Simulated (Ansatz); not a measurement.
A plane-wave DFT run in Ansatz 0.2.0 (scalar-relativistic PAW potentials unless the input names others): input and command.

```yaml
crystal:
  lattice:
    - [4.0659952071, 0.0, 0.0]
    - [-2.0329976036, 3.521255141, 0.0]
    - [0.0, 0.0, 6.6217669712]
  atoms:
    - { symbol: Mg, position: [0.0, 0.0, 0.0] }
    - { symbol: I, position: [0.3333333333, 0.6666666667, 0.253346897] }
    - { symbol: I, position: [0.6666666667, 0.3333333333, 0.746653103] }
basis:
  ecutwfc: 420
kpoints:
  mp_grid: { grid: [6, 6, 4] }
hamiltonian:
  xc: pbe
  dispersion: d3bj
scf:
  occupations: { method: gaussian, width: 0.02 }
  mixing: { algorithm: anderson, beta: 0.001, ndim: 1 }
  max_iter: 50
output:
  forces: true
  eigenvalues: true
  stress: true
```

```bash
ansatz run input.yaml --threads 1 --pin off --max-ram 2560MiB --backend cpu --events-out ev --progress --plain --runs-dir out
```

Abridged log:
```
Pseudopotentials: kind: paw
Pseudopotential: Mg, paw, valence charge 10, recommended cutoff 420 eV (normal)
Pseudopotential: I, paw, valence charge 17, recommended cutoff 420 eV (normal)
Functional definition: PBE
Crystal: 3 atoms, lattice volume = 94.807 Å³
Basis set: ecut = 420 eV, 1811 PW (Γ), exchange–correlation on 60×60×90 points (8 copies of the dense FFT grid, shifted against one another)
Bands: 27, of which v1, the nominal top of the filled ones, is band 22 counted from 1 (21 counted from 0)
Symmetry: 12 space group operations
Space group: P-3m1 (ITA 164), of the structure as read, at distance tolerance 4.6e-5 Å
k-points: 24 of 144
Initial density: superposition of atomic densities (neutral atoms: chi_scale 0, normalization atom), corrected by the library's trained network
Initial wavefunctions: pseudopotential atomic-orbital guess
Functional: x = pbe(κ = 0.804, μ = 0.21951497), c = pbe(β = 0.06672455)
SCF iter   1: F=—  HF=-16953.688851 eV  |F-HF|=—  |Δ(HF+E_count)|=         —  Δρ=7.14e-4  dr2=2.20e-4  ethr=1.77e-3  ⟨swp⟩=7.9  Hψ=3285  notcnv=0
SCF iter   2: F=—  HF=-16953.687889 eV  |F-HF|=—  |Δ(HF+E_count)|=   9.62e-4  Δρ=6.59e-4  dr2=4.37e-4  ethr=4.99e-7  ⟨swp⟩=3.1  Hψ=1562  notcnv=0  defer=15
SCF iter   3: F=—  HF=-16953.687891 eV  |F-HF|=—  |Δ(HF+E_count)|=   2.39e-6  Δρ=6.59e-4  dr2=4.37e-4  ethr=4.99e-7  ⟨swp⟩=1.0  Hψ=624  notcnv=0  defer=15
SCF iter   4: F=—  HF=-16953.687891 eV  |F-HF|=—  |Δ(HF+E_count)|=   2.78e-7  Δρ=6.59e-4  dr2=4.37e-4  ethr=4.99e-7  ⟨swp⟩=1.0  Hψ=624  notcnv=0  defer=15
SCF iter   5: F=—  HF=-16953.687891 eV  |F-HF|=—  |Δ(HF+E_count)|=   2.34e-8  Δρ=6.58e-4  dr2=4.36e-4  ethr=4.99e-7  ⟨swp⟩=1.0  Hψ=624  notcnv=0
automatic band count: iteration 5 solves 26 bands in place of 27: the levels show a gap, and the empty bands left out lie too high to hold charge; the band table lists the bands solved (type scf.n_extra_bands for more)
SCF iter   6: F=—  HF=-16953.687892 eV  |F-HF|=—  |Δ(HF+E_count)|=   2.11e-7  Δρ=6.58e-4  dr2=4.35e-4  ethr=4.99e-7  ⟨swp⟩=1.0  Hψ=624  notcnv=0
SCF iter   7: F=—  HF=-16953.687891 eV  |F-HF|=—  |Δ(HF+E_count)|=   1.03e-6  Δρ=6.57e-4  dr2=4.34e-4  ethr=4.99e-7  ⟨swp⟩=1.0  Hψ=624  notcnv=0
SCF iter   8: F=—  HF=-16953.687890 eV  |F-HF|=—  |Δ(HF+E_count)|=   1.94e-7  Δρ=6.56e-4  dr2=4.33e-4  ethr=4.99e-7  ⟨swp⟩=1.0  Hψ=624  notcnv=0
   ...
SCF iter  31: F=—  HF=-16953.687900 eV  |F-HF|=—  |Δ(HF+E_count)|=   7.21e-8  Δρ=6.43e-4  dr2=4.12e-4  ethr=4.99e-7  ⟨swp⟩=1.0  Hψ=624  notcnv=0
SCF iter  32: F=—  HF=-16953.687901 eV  |F-HF|=—  |Δ(HF+E_count)|=   8.59e-7  Δρ=6.42e-4  dr2=4.11e-4  ethr=4.99e-7  ⟨swp⟩=1.0  Hψ=624  notcnv=0
SCF iter  33: F=—  HF=-16953.687933 eV  |F-HF|=—  |Δ(HF+E_count)|=   3.18e-5  Δρ=6.42e-4  dr2=4.10e-4  ethr=4.99e-7  ⟨swp⟩=6.5  Hψ=3268  notcnv=0
Mixer restart at iter 33: flushing history
automatic band count: iteration 33 solves 27 bands in place of 26: the mixing has stalled, and the SCF is to minimise its free energy, so it keeps every band
iteration 33: the SCF's residuals had fallen too slowly under its mixing. It goes on by minimising its free energy, and can end on another state than longer mixing would; under `scf.algorithm: density_mixing` no SCF does so, but by `scf.convergence.dm_fallback`
SCF iter  34: F=—  HF=-16953.688244 eV  |F-HF|=—  |Δ(HF+E_count)|=   3.11e-4  Δρ=1.39e-4  dr2=3.23e-5  ethr=4.99e-7  ⟨swp⟩=5.1  Hψ=4496  notcnv=0
SCF iter  35: F=—  HF=-16953.688235 eV  |F-HF|=—  |Δ(HF+E_count)|=   8.90e-6  Δρ=4.67e-5  dr2=5.19e-6  ethr=7.34e-8  ⟨swp⟩=4.0  Hψ=2681  notcnv=0
SCF iter  36: F=—  HF=-16953.688233 eV  |F-HF|=—  |Δ(HF+E_count)|=   1.78e-6  Δρ=9.25e-6  dr2=1.27e-7  ethr=1.18e-8  ⟨swp⟩=3.1  Hψ=1898  notcnv=0
SCF iter  37: F=-16953.688233 eV  HF=-16953.688233 eV  |F-HF|=2.55e-9  |Δ(HF+E_count)|=   4.44e-8  Δρ=1.18e-6  dr2=2.82e-9  ethr=2.27e-10  ⟨swp⟩=3.1  Hψ=2232  notcnv=0
SCF iter  38: F=-16953.688233 eV  HF=-16953.688233 eV  |F-HF|=2.55e-9  |Δ(HF+E_count)|=    0.00e0  Δρ=1.18e-6  dr2=2.82e-9  ethr=6.40e-12  ⟨swp⟩=2.0  Hψ=2451  notcnv=0
SCF 1 converged in 38 iterations: F = -16953.688233 eV  dr2 = 2.82e-9
SCF converged after 38 iterations
Free energy (F): -16953.688233 eV
Harris-Foulkes:  -16953.688233 eV  (|F-HF|=2.55e-9)
Internal energy: -16953.688233 eV  (E = F + TS)
E sigma→0 (E₀):  -16953.688233 eV
Fermi energy:    7.709942 eV
  E_disp       = -1.006585  (pairwise vdW)
--- Forces (eV/Å), atoms counted from 1 ---
  atom   1  Mg     0.00000000     0.00000000     0.00000000
  atom   2  I      0.00000000     0.00000000     0.00151475
  atom   3  I      0.00000000     0.00000000    -0.00151475
--- Stress (GPa, compression-positive) ---
        1.302829       0.000000       0.000000
        0.000000       1.302829       0.000000
        0.000000       0.000000       1.192074
  P = ⅓ Tr σ = 1.2659 GPa (12.659 kbar)
```

One setting here is unusual or wrong in general: mixing far too weak (scf.mixing: not typed → {"algorithm": "anderson", "beta": 0.001, "ndim": 1}). For this cell it did little harm to the result: the run converged in 38 SCF iterations with an energy at zero smearing within 0.01 meV/atom of the reference's, pressure 1.27 GPa, largest force 0.002 eV/Å, gap on the mesh 3.45 eV. A reference run on usual settings, whose relaxation ended at this geometry, converged, and the end of its own relaxation has pressure 1.27 GPa, largest force 0.002 eV/Å, gap on the mesh 3.45 eV (its cell was held, or driven to that pressure on purpose).

Time: 20 s on 1 thread of Arm Neoverse V1, with other jobs on the host, peak memory 0.41 GiB.